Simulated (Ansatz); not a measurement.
Problem. Name crystals whose computed values (r²SCAN (plane waves, PAW; program Ansatz)) fall in these windows: B₀ by P(V) fit (GPa) 230 to 320; highest Γ mode, no LO–TO term (cm⁻¹) 170 to 220.

Solution. 

| crystal | B₀ by P(V) fit (GPa) | highest Γ mode, no LO–TO term (cm⁻¹) |
|---|---|---|
| MoPt, P-6m2 (Mo on 1e, Pt on 1d) | 285 | 209 |
| TiPt3, Cu3Au type | 258 | 174 |
Others may fit too.

Standing as an ambient phase not checked: MoPt, P-6m2 (Mo on 1e, Pt on 1d). Perhaps ordered models of mixed-site phases: MoPt, P-6m2 (Mo on 1e, Pt on 1d). All cells were relaxed under the symmetry of their starts (and spin orders); stability against distortions was not tested throughout. Rows with no word on spin ran without spin polarisation. Scalar-relativistic: spin–orbit coupling is off unless named, which matters more the heavier the elements.

Potentials: the later of the program's two PAW sets.
